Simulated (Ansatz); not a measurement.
Here is the system:

GaN (wurtzite)

```
CELL_PARAMETERS angstrom
      3.21838     0.00000     0.00000
     -1.60919     2.78720     0.00000
      0.00000     0.00000     5.24320
ATOMIC_POSITIONS crystal
  Ga 0.66667 0.33333 0.00096
  Ga 0.33333 0.66667 0.50096
  N  0.66667 0.33333 0.62424
  N  0.33333 0.66667 0.12424
```

E(V) scan at fixed shape, V₀ the volume above. The atoms relax within the cell's symmetry.

Computed with PBE (plane waves to 420 eV, PAW, scalar-relativistic; Ansatz, a quantum-chemistry and plane-wave program). k mesh 12×12×6 (Γ-centred), Fermi-Dirac smearing 0.05 eV. The energy includes the smearing's −TS. Stress and pressure are positive under compression. With the shape held, the modulus is that of even scaling; a crystal free to change shape is softer. GaN was relaxed with its symmetry unable to fall. ΔE is measured from the relaxed starting cell.

The scan covers V/V₀ from 0.940 to 1.060 in 13 points.

What is the fitted pressure derivative B₀′?

4.4.

What bulk modulus at fixed cell shape B₀ follows from a third-order Birch-Murnaghan fit?

172 GPa.

(A scan under strain: stresses follow from slopes of the energy per volume, elastic moduli from its curvatures.)
